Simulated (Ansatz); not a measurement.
BaInHO₂: computed property card

BaInHO2:
```yaml
crystal:
  lattice:
    - [4.28398, 0.00000, 0.00000]
    - [0.00000, 4.28398, 0.00000]
    - [0.00000, 0.00000, 3.88065]
  atoms:
    - { symbol: Ba, position: [0.50000, 0.50000, 0.50000] }
    - { symbol: In, position: [0.00000, 0.00000, 0.00000] }
    - { symbol: O, position: [0.50000, 0.00000, 0.00000] }
    - { symbol: O, position: [0.00000, 0.50000, 0.00000] }
    - { symbol: H, position: [0.00000, 0.00000, 0.50000] }
```

Space group P4/mmm (No. 123); conventional cell a = 4.284 Å, b = 4.284 Å, c = 3.881 Å, α = 90.00°, β = 90.00°, γ = 90.00°.

Method: DFT-PBEsol in the program Ansatz with PAW potentials. Structure relaxed to zero pressure with the same functional. Other levels are named where they apply.

### Cell and energy

- Volume per atom = 14.24 Å³
- Density = 6.65 g/cm³
- Formation energy from the elements (no fitted shifts) = -1.59 eV/atom

### Electronic structure

- Band gap: 0.71 eV (indirect)
- Valence-band maximum: at X
- Conduction-band minimum: at Z
- Smallest direct gap on the standard path: 1.20 eV
- Electron effective mass: 0.17, 0.21, 0.21 mₑ (principal values)
- Electron effective mass with spin–orbit coupling: 0.17, 0.21, 0.21 mₑ (principal values)
- HSE06 gap on the PBEsol cell: 2.09 eV
- Gap with spin–orbit coupling: 0.71 eV

### Mechanics

* **Bulk modulus (Birch–Murnaghan fit)**: 104 GPa
* **Pressure derivative B′**: 4.5
* **Elastic constants (relaxed ions, GPa)**: C11 = 216, C12 = 82.5, C13 = 54.4, C33 = 158, C44 = 51.0, C66 = 74.7
* **Mechanical stability**: stable (all eigenvalues of C positive)
* **Hill bulk and shear moduli**: 106 and 61.0 GPa
* **Young's modulus**: 153 GPa
* **Poisson's ratio**: 0.26
* **Debye temperature from the elastic constants**: 413 K

### Dielectric response

- Electronic dielectric constant ε∞ (DFPT) = 5.29 (xx = yy), 5.90 (zz)
- Static dielectric constant ε0 (ions relaxed, cell fixed) = 27.9 (xx = yy), 138 (zz)
- Born charges (a third of the trace) = Ba +2.78, In +3.48, O -2.57, H -1.11 e

### Phonons

- Highest zone-centre frequency (without LO–TO term): 1479 cm⁻¹
- Zone-centre stability: no imaginary mode at Γ
- Dynamical stability on the path: unstable, down to 74i cm⁻¹

The start of the workflow was typed in or built on a structure type; neither database checked (COD, Materials Project) lists it. Its standing as an ambient phase is unchecked. The PBEsol relaxation kept the symmetry of its start. The references are the lowest solids computed at this level, not always the standard phases (solids in place of the gases). Spin–orbit coupling is left out wherever it is not named.

Potentials: the earlier of the program's two PAW sets. The files were generated under PBE; for other functionals the program regenerates the frozen cores, and for LDA and PBEsol the local potential too.
